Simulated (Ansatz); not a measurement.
VAg₃O₄ in space group C2/c (No. 15; Pearson symbol mS32), DFT-PBEsol in the program Ansatz with PAW potentials, all energies at zero smearing, with the estimated change up to a 700 eV cutoff added, with one set of potentials and settings (totals compare only within such a set). Cell of 16 atoms (2 V, 6 Ag, 8 O): -55388.082 eV.

| element | reference phase | E (eV/atom) |
|---|---|---|
| V | Im-3m, 1 atoms in the cell | -2885.2930 |
| Ag | P6_3/mmc, 4 atoms in the cell | -7522.2452 |
| O | C2/m, 4 atoms in the cell, spin-polarised | -558.3554 |

Formation energy per atom, worked out: (-55388.082 − 2×(-2885.2930) − 6×(-7522.2452) − 8×(-558.3554))/16 = -1.074 eV/atom (-104 kJ per mol of atoms), at 0 K, without zero-point energy or fitted corrections.

The first step of the workflow began from a Materials Project structure, measured or hypothetical; the Crystallography Open Database files this formula in space group No. 15, but the cells were not matched. Its standing as an ambient phase is unchecked. The cell was relaxed with PBEsol under the symmetry of its start; its stability against distortions is not shown here. The run is not spin-polarised. No Hubbard U is applied. The references are the lowest solids computed at this level, not always the standard phases (solids in place of the gases).

Potentials: the later of the program's two PAW sets.
